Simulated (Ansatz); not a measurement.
ReC:
```yaml
crystal:
  lattice:
    - [2.87871, 0.00000, 0.00000]
    - [-1.43935, 2.49303, 0.00000]
    - [0.00000, 0.00000, 2.81432]
  atoms:
    - { symbol: Re, position: [0.00000, 0.00000, 0.00000] }
    - { symbol: C, position: [0.66667, 0.33333, 0.50000] }
```

Relaxed with PBE. Special points in fractions of this cell's reciprocal vectors: Γ (0.000, 0.000, 0.000); M (0.500, 0.000, 0.000); K (0.333, 0.333, 0.000); A (0.000, 0.000, 0.500); L (0.500, 0.000, 0.500); H (0.333, 0.333, 0.500).

Problem. List the band energies nearest the Fermi level at these points for plane-wave PAW PBE (Ansatz code).

Solution. In eV from the Fermi level; about four levels below and three above (degenerate sets whole), none deeper than 8.9 eV; … stands for higher levels left out; points with the same levels are listed once.

```csv
k,below,above
Γ,-6.33 -5.21 -5.21 -1.52,0.66 0.66 3.75 3.75
M,-5.54 -5.52 -2.14 -0.14,2.08 2.54 4.95
K,-5.34 -1.68 -1.01 -0.06,1.07 6.99 …
A,-3.98 -3.98 -2.73 -2.73,1.34 2.72 2.72
L,-8.26 -6.21 -5.96 -1.54,1.88 2.56 4.60
H,-7.24 -3.44 -2.66,1.84 4.08 5.22
```

Space group P-6m2. The cell is a constructed one: a structure type filled with these elements; the Crystallography Open Database copy checked does not list it. Whether it is the stable phase at ambient conditions was not checked. The cell was relaxed with PBE under the symmetry of its start; whether a distortion lowers the energy is not shown. The run is not spin-polarised. The volume moved by 18 % from the start of the relaxation. Its formation energy is positive at this level, so the cell may be metastable or incomplete. Scalar-relativistic: spin–orbit coupling is off unless named, which matters more the heavier the elements.

Potentials: the earlier of the program's two PAW sets.
